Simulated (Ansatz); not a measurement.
## C4S, all-electron reference calculation

Cell: artificial C4S built from a cell of tetrahedral units and then distorted, one atom being moved towards a neighbour.

PBE on LAPW, all electrons: scalar relativity, no spin–orbit coupling, point nucleus (Ansatz). 2×2×2 (half-step shift) k-points (coarse, not zone-converged), Fermi–Dirac occupations at kT = 0.15 eV. For a metal, stress, forces and moments on so few k-points can be far from the converged ones. No spin polarisation. Holes or spare electrons on the non-metal atoms can carry spin, which this run forbids.

Lattice in Å, fractional positions:
```yaml
crystal:
  lattice:
    - [3.67195, -0.05945, 0.13811]
    - [-0.05945, 3.68771, 0.07340]
    - [0.13811, 0.07340, 3.81812]
  atoms:
    - { symbol: S, position: [0.77753, 0.89304, 0.69898] }
    - { symbol: C, position: [0.04540, 0.12601, 0.99860] }
    - { symbol: C, position: [0.02479, 0.63270, 0.47291] }
    - { symbol: C, position: [0.50449, 0.12448, 0.52708] }
    - { symbol: C, position: [0.51248, 0.62982, 0.97147] }
```

(1) Predict the output of the run.

(2) Repeat with r2SCAN by all-electron PAW datasets generated for the cell without frozen cores, scalar-relativistic, point nucleus.

(3) What does LDA (PW92) by all-electron full-potential LAPW, scalar-relativistic, point nucleus give for this geometry?

## Answers

(1) 
Forces in eV/Å:
```
S1    4.326 -0.257  5.300
C2   -0.061 -0.737 -1.073
C3    2.114 -2.016 -2.383
C4   -5.247  4.478 -3.057
C5   -1.131 -1.469  1.213
```

Stress tensor (GPa, compression positive):
```
 17.70 -19.27  -0.83
-19.27  15.81  -9.76
 -0.83  -9.76   8.67
```

* All-electron free energy E − TS (its zero hangs on the relativistic scheme and nucleus): -14991.190 eV
* Pressure: 14.06 GPa
* Largest force: 7.546 eV/Å

(2) Compared with PBE, the pressure goes down by 0.70 GPa to 13.36 GPa, and the forces move by 0.281 eV/Å (r.m.s. over the atoms).

```tsv
atom	Fx (eV/Å)	Fy (eV/Å)	Fz (eV/Å)
S1	4.253	-0.309	5.421
C2	-0.133	-0.918	-1.285
C3	1.938	-1.785	-2.258
C4	-5.109	4.302	-2.884
C5	-0.949	-1.289	1.006
```

(3) Beside PBE, the pressure falls by 9.11 GPa to 4.95 GPa, and the forces move by 0.250 eV/Å (r.m.s. over the atoms).

```json
{"atom": "S1", "Fx (eV/Å)": "4.184", "Fy (eV/Å)": "-0.286", "Fz (eV/Å)": "5.160"}
{"atom": "C2", "Fx (eV/Å)": "-0.112", "Fy (eV/Å)": "-0.792", "Fz (eV/Å)": "-1.161"}
{"atom": "C3", "Fx (eV/Å)": "1.972", "Fy (eV/Å)": "-1.832", "Fz (eV/Å)": "-2.225"}
{"atom": "C4", "Fx (eV/Å)": "-5.007", "Fy (eV/Å)": "4.271", "Fz (eV/Å)": "-2.856"}
{"atom": "C5", "Fx (eV/Å)": "-1.038", "Fy (eV/Å)": "-1.361", "Fz (eV/Å)": "1.082"}
```
